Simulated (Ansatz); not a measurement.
Consider the following.

MgZnO₂:
```yaml
crystal:
  lattice:
    - [3.26540, 0.00000, 0.00000]
    - [-1.63270, 2.82792, 0.00000]
    - [0.00000, 0.00000, 5.12396]
  atoms:
    - { symbol: Mg, position: [0.33333, 0.66667, 0.49608] }
    - { symbol: Zn, position: [0.66667, 0.33333, 0.00279] }
    - { symbol: O, position: [0.33333, 0.66667, 0.88469] }
    - { symbol: O, position: [0.66667, 0.33333, 0.38843] }
```

This is the PBEsol-relaxed structure. x, y and z are the axes in which the lattice vectors are written.

Problem. All from the program Ansatz at the PBEsol level (PAW), unless another level is named. Predict the Poisson's ratio.

Solution. 0.35.

Problem. And the elastic constants (relaxed ions, GPa)?

Solution. C11 = 198, C12 = 112, C13 = 98.5, C14 = 1.1, C33 = 169, C44 = 43.1.

Space group P3m1. The workflow started from a Materials Project entry (that database holds measured and hypothetical structures alike); the Crystallography Open Database copy checked does not list it. With Mg and Zn taken as one species the cell has the higher symmetry P6_3mc, so it may be an ordered model of a mixed-site phase. Whether it is the stable phase at ambient conditions was not checked. The cell was relaxed with PBEsol under the symmetry of its start; of distortions, only those at the zone centre were tested.

Potentials: the later of the program's two PAW sets.
